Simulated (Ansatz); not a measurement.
Relaxed-ion elastic tensor of Ta₂GaC in space group P6_3/mmc (No. 194; Ta on 4f, Ga on 2c, C on 2a) in GPa (Voigt order), PBEsol (plane waves, PAW; program Ansatz); density 13.18 g/cm³, 13.97 Å³ per atom.

```
354  116  159  0.0  0.0  0.0
116  354  159  0.0  0.0  0.0
159  159  325  0.0  0.0  0.0
0.0  0.0  0.0  156  0.0  0.0
0.0  0.0  0.0  0.0  156  0.0
0.0  0.0  0.0  0.0  0.0  119
```

### Question
Is the crystal mechanically stable?

### Answer
Yes: the smallest eigenvalue of C is 119 GPa.

### Question
Work out the Voigt, Reuss and Hill averages.

### Answer
K_V = 211, K_R = 211, K_H = 211; G_V = 126, G_R = 119, G_H = 123 GPa.

### Question
Give Young's modulus, Poisson's ratio, Pugh's ratio and the universal anisotropy index.

### Answer
E = 9KG/(3K + G) = 308 GPa; ν = 0.26; K/G = 1.72 (near the Pugh limit of 1.75, no verdict); A_U = 5G_V/G_R + K_V/K_R − 6 = 0.30.

### Question
Estimate the sound speeds and the Debye temperature.

### Answer
v_l = √((K + 4G/3)/ρ) = 5330 m/s, v_t = √(G/ρ) = 3050 m/s, mean 3390 m/s; Θ = (h/k)(3n/4πV)^(1/3) v_m = 419 K.

### Question
Solve the Christoffel equation for the three sound speeds along x, y, z.

### Answer
Eigenvalues of C_ijkl n_j n_l equal ρv². In km/s, slowest first: x 3.00, 3.44, 5.18; y 3.00, 3.44, 5.18; z 3.44, 3.44, 4.97.

### Question
How much does each axis shrink under pressure?

### Answer
Linear compressibilities β_i = Σ_j S_ij (j = 1 to 3): x 1.6, y 1.6, z 1.5 per TPa.

The first step of the workflow began from a Materials Project structure, measured or hypothetical; the Crystallography Open Database copy checked does not list it. Its standing as an ambient phase is unchecked. The cell was relaxed with PBEsol under the symmetry of its start; whether a distortion lowers the energy is not shown. The run is not spin-polarised. As this level gives no gap, shear constants depend on the k-mesh and smearing (Fermi–Dirac, 0.1 eV here). On the denser mesh and wider smearing of the elastic run this cell carries a stress of 0.3 GPa. Scalar-relativistic: spin–orbit coupling is off unless named, which matters more the heavier the elements.

Potentials: the later of the program's two PAW sets.
